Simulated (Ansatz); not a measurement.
Total density of states per atom from r²SCAN in the plane-wave PAW code Ansatz, in 0.25 eV bins, energy from the valence-band maximum:

(E (eV), states/eV/atom): (-7.89, 0.89); (-7.64, 0.61); (-7.39, 0.52); (-7.14, 0.64); (-6.89, 0.51); (-6.64, 0.03); (-6.39, 0.00); (-6.14, 0.21); (-5.89, 0.58); (-5.64, 1.01); (-5.39, 0.73); (-5.14, 0.68); (-4.89, 0.64); (-4.64, 0.63); (-4.39, 0.60); (-4.14, 0.72); (-3.89, 0.62); (-3.64, 0.28); (-3.39, 0.39); (-3.14, 1.02); (-2.89, 0.91); (-2.64, 1.10); (-2.39, 0.41); (-2.14, 0.13); (-1.89, 0.00); (-1.64, 0.00); (-1.39, 0.00); (-1.14, 0.00); (-0.89, 0.03); (-0.64, 0.52); (-0.39, 0.13); (-0.14, 0.61); (0.11, 0.05); (0.36, 0.00); (0.61, 0.00); (0.86, 0.00); (1.11, 0.67); (1.36, 0.00); (1.61, 0.00); (1.86, 0.00); (2.11, 0.00); (2.36, 0.67); (2.61, 0.04); (2.86, 0.45); (3.11, 0.84); (3.36, 0.86); (3.61, 0.50); (3.86, 0.42); (4.11, 0.25); (4.36, 0.31); (4.61, 0.34); (4.86, 0.00); (5.11, 0.00); (5.36, 0.00); (5.61, 0.01); (5.86, 0.02)

Pick the material that matches.
(A) SrCo2P2, I4/mmm (Sr on 2a, Co on 4d, P on 4e)
(B) VPO4, Cmcm (V on 4b, P on 4c, O on 8g, O on 8f)
(C) GaP, P4_2/mmc (Ga on 2c, P on 2e)
(D) CdIn2O4, spinel

B, VPO4, Cmcm (V on 4b, P on 4c, O on 8g, O on 8f). Top 1 eV of the valence band: V 3d 84 %, O 2p 13 %. Bottom 1 eV of the conduction band: V 3d 83 %, O 2p 14 %. Projections are on Löwdin-orthogonalised atomic valence shells; empty p or d shells of many metals are not among them.

The workflow started from a Materials Project entry (that database holds measured and hypothetical structures alike); the Crystallography Open Database files this formula in space group No. 63, but the cells were not matched. Whether it is the stable phase at ambient conditions was not checked. Symmetry was held in the r²SCAN relaxation, as lowered by the spin order; its stability against distortions is not shown here. The final state is antiferromagnetic, chosen from 2 collinear starts compared on coarse meshes (ties went to the first, and starts can fall back to one state), not a proven ground state. Other orbital occupations within this spin state were not tried. No Hubbard U is applied.

Potentials: the later of the program's two PAW sets.
